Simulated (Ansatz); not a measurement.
Phonons of BN (wurtzite) at Γ, M = (0.5, 0.0, 0.0), A = (0.0, 0.0, 0.5), L = (0.5, 0.0, 0.5).

BN (wurtzite)

```
CELL_PARAMETERS angstrom
      2.54333     0.00000     0.00000
     -1.27166     2.20258     0.00000
      0.00000     0.00000     4.20685
ATOMIC_POSITIONS crystal
  B  0.66667 0.33333 0.99990
  B  0.33333 0.66667 0.49990
  N  0.66667 0.33333 0.62530
  N  0.33333 0.66667 0.12530
```

Computed with r2SCAN (plane waves to 500 eV, PAW, scalar-relativistic; Ansatz, an electronic-structure program). DFPT wavenumbers on a 12×12×6 k mesh, in cm⁻¹; i marks imaginary ones, q is in fractions of the reciprocal vectors of the cell shown, and the three acoustic modes at Γ are left out. The non-analytic (LO-TO) term is not included, so polar modes at Γ have their transverse values. BN was relaxed with its symmetry unable to fall. The PAW data are Ansatz's earlier set.

| q | wavenumbers (cm⁻¹) |
|---|---|
| Γ | 487 (×2), 950 (×2), 972, 1022, 1056 (×2), 1145 |
| M = (0.5, 0.0, 0.0) | 493, 614, 707, 849, 882, 883, 885, 951, 990, 1017, 1102, 1143 |
| A = (0.0, 0.0, 0.5) | 350 (×4), 642 (×2), 1005 (×4), 1247 (×2) |
| L = (0.5, 0.0, 0.5) | 604 (×2), 636 (×2), 896 (×2), 942 (×2), 1022 (×2), 1164 (×2) |

The structure shows no imaginary mode at these points (lowest 350 cm⁻¹ at A = (0.0, 0.0, 0.5)); other wave vectors were not tested.

Highest mode: 1247 cm⁻¹ at A = (0.0, 0.0, 0.5).
